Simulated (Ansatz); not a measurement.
**Phonon dispersion of Al₆O**

These are results of DFT PBE, scalar-relativistic, plane waves, PAW in Ansatz, not measurements. Settings: 420 eV plane-wave cutoff, Γ-centred 12×12×2 mesh, Gaussian smearing of 0.10 eV. No spin polarisation. Phonons by linear response, acoustic sum rule imposed.

Relaxed structure:
```
CELL_PARAMETERS angstrom
2.88680 0.00000 0.00000
-1.44340 2.50005 0.00000
0.00000 0.00000 14.48622
ATOMIC_POSITIONS crystal
Al 0.33333 0.66667 0.06947
Al 0.00000 0.00000 0.86174
Al 0.66667 0.33333 0.69916
Al 0.00000 0.00000 0.38156
Al 0.33333 0.66667 0.54075
Al 0.66667 0.33333 0.22413
O 0.00000 0.00000 0.00420
```

It was reached by relaxing an invented guess, and it needn't be the stable form of this composition. In a metal, frequencies and elastic constants depend on the k mesh and the smearing, soft modes and shear constants most. The q mesh is coarse, so values between its points are rough.

Force constants from linear response on a 3×3×1 q mesh.

Task: Is the structure dynamically stable on the q mesh?

Result: Yes, on this mesh: no mode is imaginary.

Task: Give the frequencies (cm⁻¹) at the zone-boundary points of high symmetry (interpolated where a point lies off the q mesh).

Result:
| point | q | frequencies |
| --- | --- | --- |
| M | 0.500 0.000 0.000 | 150 156 163 180 186 187 193 196 206 230 238 246 272 278 292 297 306 312 442 492 509 |
| K | 0.333 0.333 0.000 | 166 177 182 195 207 209 220 242 250 253 263 264 272 274 290 293 294 311 474 477 496 |
| A | 0.000 0.000 0.500 | 34 34 43 43 77 89 105 105 124 124 144 144 163 163 225 245 301 331 430 430 484 |
| L | 0.500 0.000 0.500 | 150 159 163 179 183 188 189 192 212 231 240 246 268 281 289 298 306 313 442 492 509 |
| H | 0.333 0.333 0.500 | 165 178 182 192 202 210 226 245 247 250 263 266 273 278 289 290 294 311 474 477 496 |
